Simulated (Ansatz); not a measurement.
Free-standing sheet of PtSe$_{2}$, cell area 11.900 Å²:

```
CELL_PARAMETERS angstrom
3.70687 0.00000 0.00000
-1.85343 3.21024 0.00000
0.00000 0.00000 31.12162
ATOMIC_POSITIONS crystal
Se 0.66667 0.33333 0.45743
Pt 0.00000 0.00000 0.50000
Se 0.33333 0.66667 0.54257
```

Computed with DFT PBE+D3(BJ), scalar-relativistic, plane waves, PAW in Ansatz. Plane waves to 420 eV, a k mesh through Γ of 12×12×1 on the computed 3-atom cell and Gaussian smearing (0.02 eV); no spin polarisation. No periodic images along c.

In an external field along +c, atoms held, its energy changes by -6.495 meV a cell at +0.2 V/Å and by -6.495 meV at −0.2 V/Å.

**Question.** What dipole and polarisability along c does the sheet have?

**Answer.** ΔE = −pF − αF²/2. The odd part gives p = −[ΔE(+F) − ΔE(−F)]/(2F) = 0.0000 e·Å a cell (none within the accuracy). The even part gives α = −[ΔE(+F) + ΔE(−F)]/F² = 0.3247 e·Å²/V.

**Question.** What thickness does that polarisability stand for?

**Answer.** α/(ε0·A) = 0.3247 × 180.95/11.900 = 4.94 Å. For a slab of thickness t and dielectric constant ε this equals t(1 − 1/ε), so it is the thickness over which the sheet would screen the field wholly.

**Question.** Predict the energy change at +0.35 V/Å.

**Answer.** −p·0.35 − α·0.35²/2 = -19.89 meV; the calculation gives -19.90 meV, so the response is still linear.

Spin-orbit coupling is left out, which matters for the bands of heavy elements.

Cost: 4 runs of about 2.9 core-minutes in all, on Arm Neoverse V2 (shared hosts).